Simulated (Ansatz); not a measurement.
# Stationary points along a deformation path in NiO2

Level of theory: Ansatz 0.2.0, DFT PBEsol, scalar-relativistic, plane waves, PAW. The runs took a 420 eV cutoff, a Γ-centred 12×12×4 mesh and Gaussian smearing (0.05 eV). No spin polarisation. A magnetic state may lie lower. Energies are free energies at this smearing, counted from the undisturbed cell; pressure is positive in compression.

The undisturbed cell (relaxed at this level; it needn't be the usual structure):

```
Ni O
1.0
     2.78334    0.00000    0.00000
    -1.39167    2.41044    0.00000
     0.00000    0.00000   10.84305
Ni O
2 4
Direct
  0.00000 0.00000 0.00000
  0.00000 0.00000 0.50000
  0.66667 0.33333 0.08609
  0.66667 0.33333 0.41391
  0.33333 0.66667 0.91391
  0.33333 0.66667 0.58609
```

The cell holds layers and no dispersion correction was added, so their binding is poorly described.

At fixed volume and fractional coordinates, lengths along (0.000, 0.000, 1.000) are scaled against those across it; ρ is that ratio over its starting value. V = 12.124 Å³/atom. Δσ is the stress along the axis less the mean stress across it (compression positive).

| ρ | ΔE (meV/atom) | Δσ (GPa) | space group |
| --- | --- | --- | --- |
| 0.800 | 142.0 | 23.60 | P6_3/mmc |
| 0.850 | 78.0 | 18.17 | P6_3/mmc |
| 0.920 | 21.4 | 9.95 | P6_3/mmc |
| 0.960 | 5.3 | 5.03 | P6_3/mmc |
| 1.000 | 0.0 | 0.03 | P6_3/mmc |
| 1.050 | 7.7 | -6.30 | P6_3/mmc |
| 1.100 | 29.8 | -12.63 | P6_3/mmc |
| 1.200 | 112.3 | -25.05 | P6_3/mmc |
| 1.300 | 237.3 | -36.87 | P6_3/mmc |

Q: How does the stress give the slope of the energy, and where is the energy stationary?

A: Along the path d ln(length) is 2/3 d ln ρ on the axis and −1/3 d ln ρ across it, so dE/d ln ρ = −(2/3) V Δσ: the energy falls with ρ where Δσ is positive. Δσ vanishes or changes sign at ρ = 1.000 (P6_3/mmc), a minimum at 0.0 meV/atom. Pairs of stationary points between two samples would go unseen, and could change a minimum read from distant neighbours into a maximum.

Q: Integrate that slope from ρ = 1 to 0.850 by the trapezoid rule.

A: With V/N in Å³ and 1 eV/Å³ = 160.2 GPa the slopes at ρ = 1.000, 0.960, 0.920, 0.850 are -1, -254, -502, -917 meV/atom per unit of ln ρ. The steps add 5.2 + 16.1 + 56.1 = 77.4 meV/atom, against 78.0 from the energies; the trapezoid rule misses the curvature of the slope within each step.

Forces appear on the atoms along this scan, and letting them relax would lower the energy and soften the response.

Cost: 9 runs of about 3 core-minutes in all, on Intel Xeon Processor @ 2.50GHz (Skylake/Cascade Lake) (shared hosts).